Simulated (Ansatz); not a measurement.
# InSe under strain — 115In NMR of the central transition

Cell: a structure deposited in the COD, relaxed with PBE at fixed cell and then changed (z stretched by 2 %, ions relaxed).

```
In Se
1.0
     4.05000    0.00000    0.00000
    -2.02500    3.50740    0.00000
     0.00000    0.00000   17.26860
In Se
4 4
Cartesian
  0.0000 2.3383 2.9123
  2.0250 1.1691 11.5466
  0.0000 2.3383 5.7220
  2.0250 1.1691 14.3563
  0.0000 2.3383 10.2622
  2.0250 1.1691 1.6279
  0.0000 2.3383 15.6407
  2.0250 1.1691 7.0064
```

Sites (sets of like atoms) are named by element and the number of their first atom in this list.

Computed with Ansatz: DFT, PBE, plane waves and PAW, scalar-relativistic, 420 eV cutoff, Γ-centred 13×13×3 k-points, Fermi–Dirac smearing 0.05 eV.

115In has I = 9/2 and Q = 772.0 mb (Pyykkö 2018); at 18.8 T its Larmor frequency is ν₀ = 176.5 MHz (from the bare nuclear moment; shielding lowers the observed one by a per cent or two). Only the quadrupole interaction is simulated: positions count from each site's isotropic chemical shift, and shift anisotropy, dipolar and J coupling are left out.

Simulated pattern of one In site (static powder, Gaussian broadening 80 kHz):

offset (kHz), height and a bar:
```
  -1158.7          1 
  -1111.1         13 ####
  -1063.4         69 #####################
  -1015.8        100 ##############################
   -968.2         74 ######################
   -920.5         56 #################
   -872.9         47 ##############
   -825.3         42 #############
   -777.7         39 ############
   -730.0         36 ###########
   -682.4         34 ##########
   -634.8         33 ##########
   -587.1         32 #########
   -539.5         30 #########
   -491.9         30 #########
   -444.3         29 #########
   -396.6         29 ########
   -349.0         28 ########
   -301.4         27 ########
   -253.7         28 ########
   -206.1         27 ########
   -158.5         27 ########
   -110.9         27 ########
    -63.2         27 ########
    -15.6         25 #######
     32.0         22 #######
     79.6         22 ######
    127.3         22 #######
    174.9         23 #######
    222.5         24 #######
    270.2         26 ########
    317.8         27 ########
    365.4         30 #########
    413.0         34 ##########
    460.7         39 ############
    508.3         52 ################
    555.9         71 #####################
    603.6         49 ###############
    651.2          9 ###
    698.8          0
```

Task: Which |C_Q| and η does the pattern imply?

Result: The pattern spans 1642 kHz before broadening and its centre of gravity is at -315 kHz, which fixes P_Q; the places of the horns and steps fix η. That gives P_Q = 200 MHz, |C_Q| = 200 MHz and η = 0.00. The sign of C_Q can't be read from the pattern.

An axis of threefold or higher order runs through In, so V_zz lies along it and η is zero.

Without spin–orbit coupling (the program notes it for In) the gradients can shift somewhat, as the gap is small. With a gap of 0.5 eV on this mesh, the gradients can still move by some per cent as the k-mesh gets denser.

The relaxation (6 steps) took 1.7 min of wall time (1.7 min of CPU time) and 0.94 GiB at its peak, on 1 thread of Intel Xeon 6975P-C (Granite Rapids) (x86_64; 16 cores open to the job, memory cap 3.0 GiB, no GPU), a shared host with a load of 0.5 a core.
